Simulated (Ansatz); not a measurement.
NbCrTe$_{6}$ in Ansatz, settings compared

The command:

```bash
ansatz run input.yaml --threads 1 --pin off --max-ram 2560MiB --backend cpu --events-out ev --progress --plain --runs-dir out
```

The input file (Ansatz 0.2.0, plane waves):

```yaml
crystal:
  lattice:
    - [0.0, 7.561781, 0.0]
    - [7.561781, 0.0, 0.0]
    - [3.780891, 3.780891, -5.768721]
  atoms:
    - { symbol: Nb, position: [0.0, 0.0, 0.0] }
    - { symbol: Cr, position: [0.5, 0.5, 0.0] }
    - { symbol: Te, position: [0.244, 0.244, 0.0] }
    - { symbol: Te, position: [0.244, 0.756, 0.0] }
    - { symbol: Te, position: [0.756, 0.756, 0.0] }
    - { symbol: Te, position: [0.756, 0.244, 0.0] }
    - { symbol: Te, position: [0.216, 0.216, 0.568] }
    - { symbol: Te, position: [0.784, 0.784, 0.432] }
  symmetry: { tolerance: 0.0003 }
kpoints:
  mp_grid: { grid: [3, 3, 3], shift: [0, 0, 0] }
magnetization:
  spin_polarized: false
scf:
  occupations: { method: fermi_dirac }
hamiltonian:
  pseudopotentials: { kind: paw }
  xc: pbe
basis:
  ecutwfc: 420
output:
  forces: true
  stress: true
  eigenvalues: true
  write_density: true
  write_potential: true
  elf: true
  volumetric_format: npy
```

Origin of the cell: a known structure type with other elements, at an estimated volume, so it need not be a known compound.

The smearing width isn't typed, so it takes its default of 0.1 eV.

Output of this run (shortened):

```
Pseudopotentials: kind: paw
Pseudopotential: Nb, paw, valence charge 13, recommended cutoff 420 eV (normal), Nb.paw.azcp
Pseudopotential: Cr, paw, valence charge 14, recommended cutoff 420 eV (normal), Cr.paw.azcp
Pseudopotential: Te, paw, valence charge 16, recommended cutoff 420 eV (normal), Te.paw.azcp
Functional definition: PBE
  exchange = pbe_x(kappa = kappa, mu = beta*pi^2/3)
  correlation = pbe_c(beta = beta)
Crystal: 8 atoms, lattice volume = 329.859 Å³
Basis set: ecut = 420 eV, 6395 PW (Γ), exchange–correlation on 108×108×108 points (8 copies of the dense FFT grid, shifted against one another)
Bands: 74, of which v1, the nominal top of the filled ones, is band 62 counted from 1 (61 counted from 0)
Symmetry: 16 space group operations
Space group: I4/mmm (ITA 139), of the structure as read, at distance tolerance 2.1e-3 Å
[… 7 lines left out …]
Initial density: superposition of atomic densities (neutral atoms: chi_scale 0, normalization atom), corrected by the library's trained network
Functional: x = pbe(κ = 0.804, μ = 0.219515), c = pbe(β = 0.066725)
SCF iter   1: F=—  HF=-49805.304979 eV  Δρ=6.69e-3  dr2=3.01e-1
SCF iter   2: F=—  HF=-49805.339805 eV  Δρ=6.05e-3  dr2=4.07e-1
SCF iter   3: F=—  HF=-49805.293694 eV  Δρ=1.04e-3  dr2=1.17e-2
SCF iter   4: F=—  HF=-49805.293447 eV  Δρ=6.60e-4  dr2=1.61e-3
SCF iter   5: F=—  HF=-49805.293371 eV  Δρ=9.62e-5  dr2=2.82e-5
SCF iter   6: F=—  HF=-49805.293327 eV  Δρ=7.47e-5  dr2=1.57e-5
SCF iter   7: F=—  HF=-49805.293327 eV  Δρ=1.49e-5  dr2=7.95e-7
SCF iter   8: F=—  HF=-49805.293327 eV  Δρ=1.02e-5  dr2=5.34e-7
SCF iter   9: F=-49805.293327 eV  HF=-49805.293327 eV  Δρ=3.87e-6  dr2=7.90e-8
WARN: The input density's exchange-correlation potential varies sharply where the density is thin. Do not read a vacuum level from v_tot or v_xc, or from such a field of the output density. O […]
SCF 1 converged in 9 iterations: F = -49805.293327 eV  dr2 = 7.90e-8
SCF converged after 9 iterations
Free energy (F): -49805.293327 eV
Harris-Foulkes:  -49805.293327 eV  (|F-HF|=6.94e-8)
Internal energy: -49804.964794 eV  (E = F + TS)
E sigma→0 (E₀):  -49805.129061 eV
Entropy (-TS):   -0.328533 eV (-41.067 meV/atom)
Fermi energy:    5.434261 eV
--- Per-component energies (eV) ---
  E_band       = -2446.942317
  E_kinetic    = 1819.058302
  E_local      = -15261.800392  (includes V_loc(G=0)·N_el)
  E_nonlocal   = -1659.306042
  E_hartree    = 8146.244495
  E_xc         = -1054.669245
  E_vxc        = -1007.122329  (∫ρ·V_xc dr)
  E_paw        = -32244.770428  (= ΣΔE_a)
  E_vpaw       = -2630.273541  (= ΣTr[D̂ρ^β])
  E_aug_tail   = -0.000801  (compensation charges beyond the density's cutoff)
  E_ewald      = -9549.720684
  E_smearing   = -0.328533  (= −TS)
  Σ components = -49805.293327   (vs F -49805.293327, Δ=0.00e0)
--- Forces (eV/Å), atoms counted from 1 ---
  atom   1  Nb     0.000000     0.000000     0.000000
  atom   2  Cr    -0.000000     0.000000     0.000000
  atom   3  Te     1.982696     1.982696     0.000000
  atom   4  Te    -1.982696     1.982696     0.000000
  atom   5  Te    -1.982696    -1.982696    -0.000000
  atom   6  Te     1.982696    -1.982696    -0.000000
  atom   7  Te    -0.000000    -0.000000     3.476717
  atom   8  Te     0.000000     0.000000    -3.476717
  max |Σ_I F_I| component: 4.44e-16 eV/Å
--- Stress (GPa, compression-positive) ---
        0.429251       0.000000      -0.000000
        0.000000       0.429251      -0.000000
       -0.000000      -0.000000       4.127026
  P = ⅓ Tr σ = 1.6618 GPa (16.618 kbar)
```

The same input was run again with these changes:

1. `basis.ecutwfc` 420 → "700 eV"
2. `basis.xc_grid` default → 1
3. `scf.initial_density.chi_scale` default → 0.1; `scf.occupations.method` fermi_dirac → cold; `scf.occupations.width` default → 0.15
4. `scf.mixing.preconditioner` default → kerker_dos; `hamiltonian.dispersion` default → d3bjatm; `scf.n_extra_bands` default → 16

```json
{"run": "base", "end": "converged", "SCF iterations": "9", "P (GPa)": "1.66", "max force component (eV/Å)": "3.477", "gap on mesh (eV)": "–", "moment (μB)": "–", "ΔE(σ→0) (meV/atom)": "0"}
{"run": "1", "end": "converged", "SCF iterations": "9", "P (GPa)": "1.66", "max force component (eV/Å)": "3.476", "gap on mesh (eV)": "–", "moment (μB)": "–", "ΔE(σ→0) (meV/atom)": "-1.06"}
{"run": "2", "end": "converged", "SCF iterations": "9", "P (GPa)": "1.66", "max force component (eV/Å)": "3.477", "gap on mesh (eV)": "–", "moment (μB)": "–", "ΔE(σ→0) (meV/atom)": "-0.01"}
{"run": "3", "end": "converged", "SCF iterations": "11", "P (GPa)": "1.54", "max force component (eV/Å)": "3.451", "gap on mesh (eV)": "–", "moment (μB)": "–", "ΔE(σ→0) (meV/atom)": "1.85"}
{"run": "4", "end": "converged", "SCF iterations": "15", "P (GPa)": "0.51", "max force component (eV/Å)": "3.500", "gap on mesh (eV)": "–", "moment (μB)": "–", "ΔE(σ→0) (meV/atom)": "–"}
```

Energies are compared only where functional, datasets, charge and starting cell are the same.

Caveats of the base run: no spin polarisation, so a magnetic state may lie lower; no spin-orbit coupling, though heavy elements are present; the exchange-correlation potential is rough where the density is thin; the k mesh is coarse if the cell is a metal.

Time of the base run: 17 s of wall time on 1 CPU thread(s) of a shared host, from the program's own first density.
